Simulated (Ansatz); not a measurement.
Given:

ScC:
```
ScC
1.0
    0.00000     2.29561     2.29561
    2.29561     0.00000     2.29561
    2.29561     2.29561     0.00000
Sc C
1 1
Direct
  0.00000   0.00000   0.00000
  0.50000   0.50000   0.50000
```

This is the LDA-relaxed structure.

All from plane-wave PAW LDA (Ansatz code), unless another level is named. Predict the Young's modulus.

219 GPa.

Predict the elastic constants (relaxed ions, GPa).

C11 = 355, C12 = 84.3, C44 = 61.7.

And the highest zone-centre frequency?

447 cm⁻¹.

Space group Fm-3m (rock salt). The first step of the workflow began from a Materials Project structure, measured or hypothetical; the Crystallography Open Database copy checked does not list it. Its standing as an ambient phase is unchecked. Symmetry was held in the LDA relaxation; of distortions, only those at the zone centre were tested. No spin polarisation was allowed. As this level gives no gap, shear constants depend on the k-mesh and smearing (Fermi–Dirac, 0.1 eV here). As this level gives no gap, phonon frequencies hold no LO–TO term and depend on the k-mesh and smearing (Fermi–Dirac, 0.1 eV here).

Potentials: the later of the program's two PAW sets.
